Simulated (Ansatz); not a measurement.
Ga$_{2}$S$_{3}$:
```
Ga2S3
1.0
    5.56096     3.19629     0.00000
   -5.56096     3.19629     0.00000
   -3.60972     0.00000     6.00209
Ga S
4 6
Direct
  0.86413   0.26958   0.38063
  0.73042   0.13587   0.88063
  0.55319   0.64033   0.37164
  0.35967   0.44681   0.87164
  0.56305   0.24436   0.49491
  0.75564   0.43695   0.99491
  0.23899   0.59390   0.48687
  0.40610   0.76101   0.98687
  0.08986   0.08304   0.01693
  0.91696   0.91014   0.51693
```

Tensor components refer to the Cartesian frame of this cell.

Q: Give the proper piezoelectric stress tensor with relaxed ions from DFT-PBEsol in the program Ansatz with PAW potentials.

A: In C/m², rows x, y, z, Voigt columns; mesh uncertainty up to 0.01.
```
 0.17   0.09  -0.06   0.00   0.11   0.00
 0.00   0.00   0.00   0.14   0.00   0.02
-0.07  -0.14   0.08   0.00  -0.09   0.00
```

The elastic tensor of the same run (GPa):

```
55.3  17.4  14.9   0.0  -4.2   0.0
17.4  60.0  19.7   0.0  -0.5   0.0
14.9  19.7   107   0.0  -5.8   0.0
 0.0   0.0   0.0  25.5   0.0  -1.9
-4.2  -0.5  -5.8   0.0  23.9   0.0
 0.0   0.0   0.0  -1.9   0.0  22.0
```

Q: Convert to strain constants d = e·S.

A: In pC/N:
```
 3.4   0.9  -0.9   0.0   4.9   0.0
 0.0   0.0   0.0   5.5   0.0   1.5
-1.1  -2.4   1.1   0.0  -3.6   0.0
```

Space group Cc. The first step of the workflow began from a Materials Project structure, measured or hypothetical; the Crystallography Open Database files this formula in space group No. 9, but the cells were not matched. Whether it is the stable phase at ambient conditions was not checked. The cell was relaxed with PBEsol under the symmetry of its start; whether a distortion lowers the energy is not shown. Signs of piezoelectric constants follow the polarity of the cell as given.

Potentials: the later of the program's two PAW sets.
